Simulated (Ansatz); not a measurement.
Mg3SnO (anti-perovskite, Pm-3m), PBE in the plane-wave PAW code Ansatz, all energies at zero smearing, with the estimated change up to a 700 eV cutoff added, with one set of potentials and settings (totals compare only within such a set). Cell of 5 atoms (1 Sn, 1 O, 3 Mg): -12365.733 eV.

```json
[
 {"element": "Sn", "reference phase": "Fd-3m, 2 atoms in the cell", "E (eV/atom)": "-6024.2128"},
 {"element": "O", "reference phase": "C2/m, 4 atoms in the cell, spin-polarised", "E (eV/atom)": "-565.0000"},
 {"element": "Mg", "reference phase": "P6_3/mmc, 2 atoms in the cell", "E (eV/atom)": "-1923.8026"}
]
```

Formation energy per atom, worked out: (-12365.733 − 1×(-6024.2128) − 1×(-565.0000) − 3×(-1923.8026))/5 = -1.022 eV/atom (-99 kJ per mol of atoms), at 0 K, without zero-point energy or fitted corrections.

The start of the workflow was typed in or built on a structure type; neither database checked (COD, Materials Project) lists it. Whether it is the stable phase at ambient conditions was not checked. The cell was relaxed with PBE under the symmetry of its start; whether a distortion lowers the energy is not shown. The references are the lowest solids computed at this level, not always the standard phases (solids in place of the gases). Spin–orbit coupling is left out wherever it is not named.

Potentials: the later of the program's two PAW sets.
